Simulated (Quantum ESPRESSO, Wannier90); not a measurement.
Li (hcp (Mg type), model phase), plane waves to Wannier functions

Cell from Materials Project (mp-10173), symmetrised, no further relaxation. This isn't the element's usual structure (bcc); take it as a model of another phase. Level: PBEsol, no spin polarisation, no spin-orbit coupling; pw.x of Quantum ESPRESSO at 60 Ry with PseudoDojo potentials, 12×12×6 k-points, Wannier90. Density: 18×18×8 mesh, cold smearing 0.01 Ry.

Input w.win:

```
num_bands = 15
num_wann = 8
exclude_bands = 1-2
num_iter = 0
conv_tol = 1.0e-6
conv_window = 4
dis_num_iter = 1000
dis_conv_tol = 1.0e-6
dis_froz_max = 2.47
write_hr = true
write_u_matrices = true
begin projections
Li: s;p
end projections
begin unit_cell_cart
ang
    3.0147998323    0.0000000000    0.0000000000
   -1.5073999161    2.6108932421    0.0000000000
    0.0000000000    0.0000000000    5.1083200000
end unit_cell_cart
begin atoms_frac
Li   0.3333333333 -0.3333333333  0.2500000000
Li  -0.3333333333  0.3333333333 -0.2500000000
end atoms_frac
mp_grid = 12 12 6
begin kpoints
0.0000000000 0.0000000000 0.0000000000
0.0000000000 0.0000000000 0.1666666667
0.0000000000 0.0000000000 0.3333333333
... (861 more lines: the 12x12x6 mesh through Gamma)
end kpoints
```

On the energy scale of pw.x, whose zero is arbitrary, the Fermi level lies at 0.97 eV. Lines of w_hr.dat (R1 R2 R3 m n Re Im, eV) for R = 0 and one of the shortest lattice vectors, rounded to 0.01 eV, lines under 0.02 eV left out; orbitals in order: Li1 s, Li1 pz, Li1 px, Li1 py, Li2 s, Li2 pz, Li2 px, Li2 py.

```
    0    0    0    1    1     6.42     0.00
    0    0    0    5    1     0.17     0.00
    0    0    0    6    1     0.09     0.00
    0    0    0    7    1     0.13     0.00
    0    0    0    8    1    -0.07     0.00
    0    0    0    2    2     8.37     0.00
    0    0    0    5    2    -0.09     0.00
    0    0    0    6    2     0.04     0.00
    0    0    0    7    2    -0.08     0.00
    0    0    0    8    2     0.04     0.00
    0    0    0    3    3     8.62     0.00
    0    0    0    5    3    -0.13     0.00
    0    0    0    6    3    -0.08     0.00
    0    0    0    7    3    -0.05     0.00
    0    0    0    8    3     0.08     0.00
    0    0    0    4    4     8.62     0.00
    0    0    0    5    4     0.07     0.00
    0    0    0    6    4     0.05     0.00
    0    0    0    7    4     0.08     0.00
    0    0    0    8    4     0.03     0.00
    0    0    0    1    5     0.17     0.00
    0    0    0    2    5    -0.09     0.00
    0    0    0    3    5    -0.13     0.00
    0    0    0    4    5     0.07     0.00
    0    0    0    5    5     6.42     0.00
    0    0    0    1    6     0.09     0.00
    0    0    0    2    6     0.04     0.00
    0    0    0    3    6    -0.08     0.00
    0    0    0    4    6     0.05     0.00
    0    0    0    6    6     8.37     0.00
    0    0    0    1    7     0.13     0.00
    0    0    0    2    7    -0.08     0.00
    0    0    0    3    7    -0.05     0.00
    0    0    0    4    7     0.08     0.00
    0    0    0    7    7     8.62     0.00
    0    0    0    1    8    -0.07     0.00
    0    0    0    2    8     0.04     0.00
    0    0    0    3    8     0.08     0.00
    0    0    0    4    8     0.03     0.00
    0    0    0    8    8     8.63     0.00
   -1   -1    0    1    1    -0.76     0.00
   -1   -1    0    3    1     0.53     0.00
   -1   -1    0    4    1     1.21     0.00
   -1   -1    0    6    1     0.03     0.00
   -1   -1    0    7    1     0.02     0.00
   -1   -1    0    2    2    -0.26     0.00
   -1   -1    0    5    2    -0.03     0.00
   -1   -1    0    6    2    -0.08     0.00
   -1   -1    0    8    2     0.03     0.00
   -1   -1    0    1    3    -0.78     0.00
   -1   -1    0    3    3     0.43     0.00
   -1   -1    0    4    3     1.01     0.00
   -1   -1    0    5    3    -0.02     0.00
   -1   -1    0    7    3    -0.03     0.00
   -1   -1    0    8    3     0.02     0.00
   -1   -1    0    1    4    -1.07     0.00
   -1   -1    0    3    4     0.78     0.00
   -1   -1    0    4    4     1.46     0.00
   -1   -1    0    6    4     0.03     0.00
   -1   -1    0    7    4     0.02     0.00
   -1   -1    0    2    5    -0.03     0.00
   -1   -1    0    5    5    -0.76     0.00
   -1   -1    0    7    5     0.78     0.00
   -1   -1    0    8    5     1.07     0.00
   -1   -1    0    1    6     0.03     0.00
   -1   -1    0    2    6    -0.08     0.00
   -1   -1    0    3    6    -0.03     0.00
   -1   -1    0    6    6    -0.26     0.00
   -1   -1    0    2    7    -0.03     0.00
   -1   -1    0    3    7    -0.03     0.00
   -1   -1    0    4    7     0.03     0.00
   -1   -1    0    5    7    -0.53     0.00
   -1   -1    0    7    7     0.43     0.00
   -1   -1    0    8    7     0.78     0.00
   -1   -1    0    3    8     0.03     0.00
   -1   -1    0    5    8    -1.21     0.00
   -1   -1    0    7    8     1.01     0.00
   -1   -1    0    8    8     1.46     0.00
```
